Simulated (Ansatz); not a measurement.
# Si₃N₄ — electric field gradients

The cell is a COD entry (perhaps calculated rather than measured), its atoms then relaxed with PBE in this cell.

```xyz
14
Lattice="7.6020 0.0000 0.0000 -3.8010 6.5835 0.0000 0.0000 0.0000 2.9060" Properties=species:S:1:pos:R:3 pbc="T T T"
Si    5.1764    1.1460    0.7265
Si    1.5957    5.0559    2.1795
Si    4.0213    3.9099    0.7265
Si   -1.3754    5.4375    2.1795
Si    2.2053    1.5276    0.7265
Si   -0.2203    2.6736    2.1795
N    -1.0262    2.1718    0.7265
N     5.2081    0.1972    2.1795
N     2.4333    4.6089    0.7265
N     4.8272    4.4117    2.1795
N    -1.4071    6.3863    0.7265
N     1.3677    1.9746    2.1795
N     3.8010    2.1945    0.7265
N     0.0000    4.3890    2.1795
```

Atom numbers follow the list; atoms alike are taken as one site, whose name carries the number of the first.

Level of theory: DFT, LDA, plane waves and PAW, scalar-relativistic, 420 eV cutoff, Γ-centred 4×4×10 k-points, Fermi–Dirac smearing 0.02 eV (Ansatz 0.2.0).

Conventions: |V_zz| ≥ |V_yy| ≥ |V_xx|, η = (V_xx − V_yy)/V_zz, C_Q = eQV_zz/h. ν_Q = 3|C_Q|/[2I(2I − 1)].

¹⁴N: I = 1, Q = 20.44 mb. Q values from Pyykkö, Mol. Phys. 116, 1328 (2018).

(1) Give the quadrupolar parameters of the distinct sites.

Answers

(1) 

```
site  atoms (order as listed)     first shell  C_Q (MHz)     η  ν_Q (MHz)
  N7      7, 8, 9, 10, 11, 12  3 Si at 1.74 Å      -2.35  0.08       3.52
 N13                   13, 14  3 Si at 1.73 Å      -2.32  0.00       3.48
```

An axis of threefold or higher order runs through N13, so V_zz lies along it and η is zero. At N7 V_zz stands upright on the plane through its three neighbours (within 3°).

Si has no stable isotope with a ground-state quadrupole moment in the table, so these sites are left out.
